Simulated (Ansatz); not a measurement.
Consider the following.

Sb (diamond, Fd-3m), a = b = c = 6.992 Å, α = β = γ = 90.00°; the cell used has 2 atoms.

This is the PBE-relaxed structure.

All from DFT-PBE in the program Ansatz with PAW potentials, unless another level is named. Estimate the electronic character.

metallic (no gap).

Next, the density of states at the Fermi level?

0.53 states/eV per atom (mean over ±0.08 eV).

Predict the gap with spin–orbit coupling.

none (metallic).

The start of the workflow was typed in or built on a structure type; neither database checked (COD, Materials Project) lists it. It is not the phase usual at ambient conditions (space group No. 166). The PBE relaxation kept the symmetry of its start; its stability against distortions is not shown here. Spin–orbit coupling is left out wherever it is not named.

Potentials: the later of the program's two PAW sets.
